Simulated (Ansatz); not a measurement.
A geometry of Nb away from equilibrium: step 2 of the relaxation of a relaxed Nb cell displaced along its unstable phonon at q = (½, ½, 0) of its primitive reciprocal cell (173i cm⁻¹), largest move 0.15 Å. Computed with PBE (plane waves to 420 eV, PAW, scalar-relativistic; Ansatz, a quantum-chemistry and plane-wave program). Γ-centred k-mesh 12×12×12 on the run's cell (coarser than for final values), Fermi–Dirac smearing 0.05 eV.

```yaml
crystal:
  lattice:
    - [5.38421, 0.00000, 0.00000]
    - [2.69211, 2.69211, 0.00000]
    - [0.00000, 0.00000, 2.72137]
  atoms:
    - { symbol: Nb, position: [0.00000, 0.00000, 0.12684] }
    - { symbol: Nb, position: [0.50000, 0.00000, 0.87316] }
```

### Question
Give the Cartesian forces on all atoms (eV/Å).

### Answer
| atom | Fx | Fy | Fz |
|---|---|---|---|
| Nb1 | 0.00 | 0.00 | 1.39 |
| Nb2 | 0.00 | 0.00 | -1.39 |

### Question
What is the pressure?

### Answer
-3.1 GPa, compression positive.

No spin polarisation in the result.

The run could not lose the symmetry of its start.

Of the parent cell (Pm-3m (No. 221)): it is a generated cell of Nb: the first start was made by placing the elements on the sites of a structure type, and the end was not matched to a known phase here, so it may be hypothetical. Known forms of Nb include space group No. 229.
